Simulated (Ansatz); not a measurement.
HfGe₂ (fluorite, Fm-3m) at seven volumes, DFT-PBE in the program Ansatz with PAW potentials, scaled uniformly. One row is withheld.

| V (Å³/atom) | P (GPa) |
|---|---|
| 20.369 | 8.77 |
| 21.041 | 5.30 |
| 21.712 | 2.44 |
| 22.384 | 0.00 |
| 23.055 | ? |
| 23.727 | -3.99 |
| 24.398 | -5.61 |

### Question
Fit the shown pressures and predict the withheld one.

### Answer
P = (3/2)B₀(x^(7/2) − x^(5/2))[1 + (3/4)(B′ − 4)(x − 1)] with x = (V₀/V)^(2/3). Least squares on the six rows gives V₀ = 22.373 Å³/atom, B₀ = 76.9 GPa, B′ = 4.08. At V = 23.055, x = 0.9802 and P = -2.17 GPa. The run itself gave -2.12 GPa.

A made-up cell: these elements were put on the sites of a structure type; neither database checked (COD, Materials Project) lists it. COD files the formula under space group No. 63, so this cell is another polymorph or a model. Its standing as an ambient phase is unchecked. The cell was relaxed with PBE under the symmetry of its start; whether a distortion lowers the energy is not shown. No spin polarisation was allowed. Spin–orbit coupling is left out wherever it is not named.

Potentials: the later of the program's two PAW sets.
